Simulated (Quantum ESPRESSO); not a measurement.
Inputs of pw.x and gipaw.x (a modified build of Quantum ESPRESSO, PBE) for GaP; the starting potential comes from an earlier run on another mesh:

```
&CONTROL
  calculation = 'scf'
  prefix = 'x'
  pseudo_dir = './pseudo'
  outdir = './out'
  tprnfor = .true.
/
&SYSTEM
  ibrav = 0
  nat = 2
  ntyp = 2
  ecutwfc = 40
  ecutrho = 160
  occupations = 'fixed'
  nbnd = 9
/
&ELECTRONS
  conv_thr = 1e-11
  startingpot = 'file'
/
ATOMIC_SPECIES
Ga 69.723 Ga.GGA_PBE-JTH.UPF
P 30.974 P.GGA_PBE-JTH.UPF
CELL_PARAMETERS angstrom
    0.000000000000     2.725250000000     2.725250000000
    2.725250000000     0.000000000000     2.725250000000
    2.725250000000     2.725250000000     0.000000000000
ATOMIC_POSITIONS crystal
Ga     0.000000000000     0.000000000000     0.000000000000
P      0.250000000000     0.250000000000     0.250000000000
K_POINTS automatic
8 8 8 1 1 1
```

```
&INPUTGIPAW
  job = 'nmr'
  prefix = 'x'
  tmp_dir = './out/'
  restart_mode = 'from_scratch'
  pawproj(1) = .true.
  pawproj(2) = .true.
  use_nmr_macroscopic_shape = .false.
/
```

The cell was made here from an entry of the Crystallography Open Database (unchecked): atoms relaxed with PBE in the measured cell (PBE without dispersion, pw.x of Quantum ESPRESSO, symmetry kept).  Stability against distortions was not tested.

Give the final section of the GIPAW output.


```
     f-sum rule (should be    -9.9617):
            -9.9618         -0.0000         -0.0000
            -0.0000         -9.9618          0.0000
            -0.0000         -0.0000         -9.9618

     Total NMR chemical shifts in ppm: ---------------------------------------
     (adopting the Simpson convention for anisotropy and asymmetry)-----------

     Atom  1  Ga  pos: (  0.000000  0.000000  0.000000)  Total sigma:        1360.97
          1360.9738          0.0000          0.0000
             0.0000       1360.9738          0.0000
             0.0000          0.0000       1360.9738

     Ga      1    anisotropy:      0.00    eta:    0.0000
     Ga      1    sigma_11=   1360.97
     Ga      1    sigma_22=   1360.97
     Ga      1    sigma_33=   1360.97

     Atom  2  P   pos: (  0.353553  0.353553  0.353553)  Total sigma:         372.39
           372.3896          0.0000          0.0000
             0.0000        372.3896          0.0000
            -0.0000          0.0000        372.3896

     P       2    anisotropy:     -0.00    eta:    0.0000
     P       2    sigma_11=    372.39
     P       2    sigma_22=    372.39
     P       2    sigma_33=    372.39
```
The printed anisotropy is 3/2 (σ_33 − σ_iso) in the program's own order; the axes are left out here. All sites are cubic, so the anisotropy vanishes by symmetry. Shieldings are absolute and leave out the bulk-susceptibility term; a larger σ means a smaller chemical shift. In our sweeps, cutoffs and meshes of this size left a few ppm, and up to some 20 ppm on atoms from Zn on. The datasets of P hold no d projectors, which limits absolute σ on these atoms.
